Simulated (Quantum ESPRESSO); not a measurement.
Simulation results for HfTaTiO5F3 (made-up cell, one site empty)

Computed with Quantum ESPRESSO 7.5. Calculation on a made-up crystal cell, not a measurement: periodic Kohn-Sham density functional theory in plane waves with PseudoDojo standard norm-conserving scalar-relativistic pseudopotentials, each functional with its own files (v0.5 for PBE, v0.4.1 for LDA and PBEsol), no spin polarisation, no spin-orbit coupling, atoms not relaxed, stress positive in tension, energies less a fixed whole-eV offset for each atom's element; levels are Kohn-Sham levels at fractions of this cell's reciprocal vectors, counted from the reference band (half the neutral cell's valence electrons, rounded up) at Gamma; error bars cover cutoff and k-mesh only, not smearing or the files; each bar is the largest change over components, and at least 0.002 eV, 0.002 eV per angstrom or 0.02 GPa; added strain carries the atoms with the cell, and shear is the tensor component; no dispersion term; energies are for the whole cell, and the offsets were chosen from early runs and are not element reference energies.

Settings shared by all entries: lattice type fluorite; empty site 3; functional pbe; cutoff 1143 eV; fermi dirac smearing 0.025 eV; scf tolerance 1e-07 eV; electrons removed 0; added strain kind zz; k mesh 4 x 5 x 5, shifted by half a step.

Notes on all entries: the hafnium pseudopotential is less sure than the others, with forces about 3 percent (worst 6) and pressure in oxides about 1.5 GPa (worst 2.7) from a second method in checks, which the error bars do not cover.

```json
{"entry": 1, "formula": "HfTaTiO5F3", "kind": "made-up cell, one site empty", "unstrained_structure": {"cell_angstrom": [[5.0515, 0.0804, -0.0203], [0.0804, 4.9314, -0.0295], [-0.0203, -0.0295, 5.0262]], "atoms_fractional": [["Hf", 0.0007, -0.03277, -0.00417], ["Ta", -0.0003, 0.47978, 0.50421], ["Ti", 0.50553, 0.51508, 0.0245], ["F", 0.26962, 0.23731, 0.25981], ["O", 0.24802, 0.25914, 0.72362], ["O", 0.22833, 0.75112, 0.26483], ["F", 0.27169, 0.72072, 0.74296], ["O", 0.7679, 0.27217, 0.26838], ["O", 0.7332, 0.20557, 0.76218], ["O", 0.74937, 0.75185, 0.26117], ["F", 0.73615, 0.73146, 0.72644]]}, "given": {"added_strain": 0.0006, "structure_shown": "before the added strain of 0.0006", "atom_site": [1, 2, 4, 5, 6, 7, 8, 9, 10, 11, 12], "atom_energy_offset [eV]": [-1535, -1770, -1614, -677, -452, -452, -677, -452, -452, -452, -677]}, "results": {"free_energy_less_offsets [eV]": 14.65, "scf_iterations": 19, "smearing_term_minus_ts [eV]": 0.0, "pressure [GPa]": -8.02, "stress_xx [GPa]": 11.47, "stress_yy [GPa]": 1.258, "stress_zz [GPa]": 11.33, "stress_yz [GPa]": -4.457, "stress_xz [GPa]": 0.07281, "stress_xy [GPa]": -0.5391, "force_site": [1, 2, 4, 5, 6, 7, 8, 9, 10, 11, 12], "force_x [eV/angstrom]": [-1.691, -0.9888, 2.365, -0.1013, -2.299, 0.3676, -0.8017, 1.497, 1.12, -0.7839, 1.316], "force_y [eV/angstrom]": [3.174, -3.324, -1.752, 0.7306, 0.5734, -2.793, 1.727, 0.4508, 2.544, -0.3712, -0.96], "force_z [eV/angstrom]": [0.7911, -1.595, 2.077, -1.606, 1.338, -0.9913, 1.17, -0.5818, 1.499, -3.226, 1.125], "reference_band": 44, "level_k_point": ["Gamma", "(1/2,1/2,1/2)", "(0.15,0,0)", "(0,0.15,0)", "(0,0,0.15)"], "next_band_up [eV]": [0.6027, 0.6475, 0.6319, 0.624, 0.6518], "error_bar_energy [eV]": 0.002448, "error_bar_stress [GPa]": 0.03666, "error_bar_force [eV/angstrom]": 0.005784, "error_bar_next_band_up [eV]": 0.002, "error_bars_from": "tighter rerun of a related cell"}}
{"entry": 2, "formula": "HfTaTiO5F3", "kind": "made-up cell, one site empty", "unstrained_structure": {"cell_angstrom": [[5.0515, 0.0804, -0.0203], [0.0804, 4.9314, -0.0295], [-0.0203, -0.0295, 5.0262]], "atoms_fractional": [["Hf", 0.0007, -0.03277, -0.00417], ["Ta", -0.0003, 0.47978, 0.50421], ["Ti", 0.50553, 0.51508, 0.0245], ["F", 0.26962, 0.23731, 0.25981], ["O", 0.24802, 0.25914, 0.72362], ["O", 0.22833, 0.75112, 0.26483], ["F", 0.27169, 0.72072, 0.74296], ["O", 0.7679, 0.27217, 0.26838], ["O", 0.7332, 0.20557, 0.76218], ["O", 0.74937, 0.75185, 0.26117], ["F", 0.73615, 0.73146, 0.72644]]}, "given": {"added_strain": 0.004, "structure_shown": "before the added strain of 0.004", "atom_site": [1, 2, 4, 5, 6, 7, 8, 9, 10, 11, 12], "atom_energy_offset [eV]": [-1535, -1770, -1614, -677, -452, -452, -677, -452, -452, -452, -677]}, "results": {"free_energy_less_offsets [eV]": 14.68, "scf_iterations": 19, "smearing_term_minus_ts [eV]": 0.0, "pressure [GPa]": -8.602, "stress_xx [GPa]": 11.67, "stress_yy [GPa]": 1.497, "stress_zz [GPa]": 12.64, "stress_yz [GPa]": -4.477, "stress_xz [GPa]": 0.1654, "stress_xy [GPa]": -0.6, "force_site": [1, 2, 4, 5, 6, 7, 8, 9, 10, 11, 12], "force_x [eV/angstrom]": [-1.688, -0.9757, 2.36, -0.1108, -2.318, 0.3488, -0.8171, 1.508, 1.136, -0.7769, 1.334], "force_y [eV/angstrom]": [3.148, -3.321, -1.737, 0.7364, 0.5808, -2.779, 1.721, 0.4545, 2.532, -0.3714, -0.9647], "force_z [eV/angstrom]": [0.8043, -1.599, 2.091, -1.591, 1.299, -1.015, 1.181, -0.574, 1.525, -3.234, 1.112], "reference_band": 44, "level_k_point": ["Gamma", "(1/2,1/2,1/2)", "(0.15,0,0)", "(0,0.15,0)", "(0,0,0.15)"], "next_band_up [eV]": [0.5954, 0.641, 0.6245, 0.6167, 0.6447], "error_bar_energy [eV]": 0.002448, "error_bar_stress [GPa]": 0.03666, "error_bar_force [eV/angstrom]": 0.005784, "error_bar_next_band_up [eV]": 0.002, "error_bars_from": "tighter rerun of a related cell"}}
{"entry": 3, "formula": "HfTaTiO5F3", "kind": "made-up cell, one site empty", "unstrained_structure": {"cell_angstrom": [[5.0515, 0.0804, -0.0203], [0.0804, 4.9314, -0.0295], [-0.0203, -0.0295, 5.0262]], "atoms_fractional": [["Hf", 0.0007, -0.03277, -0.00417], ["Ta", -0.0003, 0.47978, 0.50421], ["Ti", 0.50553, 0.51508, 0.0245], ["F", 0.26962, 0.23731, 0.25981], ["O", 0.24802, 0.25914, 0.72362], ["O", 0.22833, 0.75112, 0.26483], ["F", 0.27169, 0.72072, 0.74296], ["O", 0.7679, 0.27217, 0.26838], ["O", 0.7332, 0.20557, 0.76218], ["O", 0.74937, 0.75185, 0.26117], ["F", 0.73615, 0.73146, 0.72644]]}, "given": {"added_strain": 0.0078, "structure_shown": "before the added strain of 0.0078", "atom_site": [1, 2, 4, 5, 6, 7, 8, 9, 10, 11, 12], "atom_energy_offset [eV]": [-1535, -1770, -1614, -677, -452, -452, -677, -452, -452, -452, -677]}, "results": {"free_energy_less_offsets [eV]": 14.72, "scf_iterations": 19, "smearing_term_minus_ts [eV]": 0.0, "pressure [GPa]": -9.238, "stress_xx [GPa]": 11.87, "stress_yy [GPa]": 1.757, "stress_zz [GPa]": 14.08, "stress_yz [GPa]": -4.499, "stress_xz [GPa]": 0.2685, "stress_xy [GPa]": -0.667, "force_site": [1, 2, 4, 5, 6, 7, 8, 9, 10, 11, 12], "force_x [eV/angstrom]": [-1.684, -0.9605, 2.354, -0.1211, -2.34, 0.3277, -0.834, 1.52, 1.153, -0.7692, 1.355], "force_y [eV/angstrom]": [3.119, -3.318, -1.721, 0.7426, 0.5892, -2.763, 1.715, 0.4588, 2.518, -0.3716, -0.9699], "force_z [eV/angstrom]": [0.8182, -1.603, 2.107, -1.574, 1.254, -1.041, 1.194, -0.5643, 1.552, -3.243, 1.099], "reference_band": 44, "level_k_point": ["Gamma", "(1/2,1/2,1/2)", "(0.15,0,0)", "(0,0.15,0)", "(0,0,0.15)"], "next_band_up [eV]": [0.587, 0.6336, 0.616, 0.6082, 0.6366], "error_bar_energy [eV]": 0.002448, "error_bar_stress [GPa]": 0.03666, "error_bar_force [eV/angstrom]": 0.005784, "error_bar_next_band_up [eV]": 0.002, "error_bars_from": "tighter rerun of a related cell"}}
{"entry": 4, "formula": "HfTaTiO5F3", "kind": "made-up cell, one site empty", "unstrained_structure": {"cell_angstrom": [[5.0515, 0.0804, -0.0203], [0.0804, 4.9314, -0.0295], [-0.0203, -0.0295, 5.0262]], "atoms_fractional": [["Hf", 0.0007, -0.03277, -0.00417], ["Ta", -0.0003, 0.47978, 0.50421], ["Ti", 0.50553, 0.51508, 0.0245], ["F", 0.26962, 0.23731, 0.25981], ["O", 0.24802, 0.25914, 0.72362], ["O", 0.22833, 0.75112, 0.26483], ["F", 0.27169, 0.72072, 0.74296], ["O", 0.7679, 0.27217, 0.26838], ["O", 0.7332, 0.20557, 0.76218], ["O", 0.74937, 0.75185, 0.26117], ["F", 0.73615, 0.73146, 0.72644]]}, "given": {"added_strain": 0.0122, "structure_shown": "before the added strain of 0.0122", "atom_site": [1, 2, 4, 5, 6, 7, 8, 9, 10, 11, 12], "atom_energy_offset [eV]": [-1535, -1770, -1614, -677, -452, -452, -677, -452, -452, -452, -677]}, "results": {"free_energy_less_offsets [eV]": 14.77, "scf_iterations": 19, "smearing_term_minus_ts [eV]": 0.0, "pressure [GPa]": -9.955, "stress_xx [GPa]": 12.1, "stress_yy [GPa]": 2.046, "stress_zz [GPa]": 15.72, "stress_yz [GPa]": -4.522, "stress_xz [GPa]": 0.3858, "stress_xy [GPa]": -0.7434, "force_site": [1, 2, 4, 5, 6, 7, 8, 9, 10, 11, 12], "force_x [eV/angstrom]": [-1.681, -0.9427, 2.347, -0.1326, -2.365, 0.3038, -0.8532, 1.534, 1.172, -0.7599, 1.378], "force_y [eV/angstrom]": [3.086, -3.314, -1.703, 0.7492, 0.5989, -2.745, 1.709, 0.4633, 2.502, -0.3713, -0.9758], "force_z [eV/angstrom]": [0.8329, -1.605, 2.124, -1.556, 1.204, -1.071, 1.209, -0.5539, 1.585, -3.255, 1.085], "reference_band": 44, "level_k_point": ["Gamma", "(1/2,1/2,1/2)", "(0.15,0,0)", "(0,0.15,0)", "(0,0,0.15)"], "next_band_up [eV]": [0.5771, 0.625, 0.6061, 0.5983, 0.627], "error_bar_energy [eV]": 0.002448, "error_bar_stress [GPa]": 0.03666, "error_bar_force [eV/angstrom]": 0.005784, "error_bar_next_band_up [eV]": 0.002, "error_bars_from": "tighter rerun of a related cell"}}
```
